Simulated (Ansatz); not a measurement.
A surface is cut from this relaxed crystal of Eu:

```yaml
crystal:
  lattice:
    - [-2.28246, 2.28246, 2.28246]
    - [2.28246, -2.28246, 2.28246]
    - [2.28246, 2.28246, -2.28246]
  atoms:
    - { symbol: Eu, position: [0.00000, 0.00000, 0.00000] }
```

Miller indices refer to the conventional cell of Im-3m (No. 229), a = 4.565 Å, b = 4.565 Å, c = 4.565 Å, α = 90.00°, β = 90.00°, γ = 90.00°.

The (100) slab of 5 planes, 9.1 Å thick with 15 Å of vacuum as cut; outer planes Eu (top) and Eu (bottom).

Theory: DFT PBE+U, scalar-relativistic, plane waves, PAW (Ansatz). Settings: cutoff 420 eV, Γ-centred mesh 6×6×1 on the computed 5-atom cell, Gaussian smearing of 0.10 eV; U_eff Eu 6.00 eV on the f shells (Löwdin-orthogonalised atomic orbitals); collinear spin with starting moments 7.9 7.9 7.9 7.9 7.9 μB; the SCF started from the saved density, moments and f occupations of an earlier run in this study. A dipole correction removes the field between periodic images along c.

Results for the relaxed slab:

```yaml
Surface_energy_mean_of_both_faces: 0.39 J/m²
Work_function: 2.57 eV
Spin_moments_in_spheres_of_the_Eu_atoms_bottom_middle_top: 7.21, 7.25, 7.21 μB
```

Relaxation lowers the energy by 0.002 J/m² a face; the largest move is 0.056 Å.

```
plane (bottom to top)  atoms  spacing to next, bulk (Å)  relaxed (Å)  change (%)
                    1     Eu                      2.282        2.338        +2.5
                    2     Eu                      2.282        2.226        -2.5
                    3     Eu                      2.282        2.226        -2.5
                    4     Eu                      2.282        2.338        +2.5
                    5     Eu
```

Slabs this thin can still miss converged surface energies by a few hundredths of a J/m² and work functions by about a tenth of an eV.

The state reached may not be the lowest one. Spin-orbit coupling is left out, which matters for the bands of heavy elements.

γ = (E_slab − N·E_bulk)/2A = 1.007 eV / (2 × 20.84 Å²) = 24.2 meV/Å² = 0.39 J/m², with N = 5 atoms. The cut crosses 4 bonds a cell (neighbours within 10 % of the shortest distances), so each costs 0.25 eV on this count. The top two spacings change in opposite senses (+2.5 and -2.5 %).
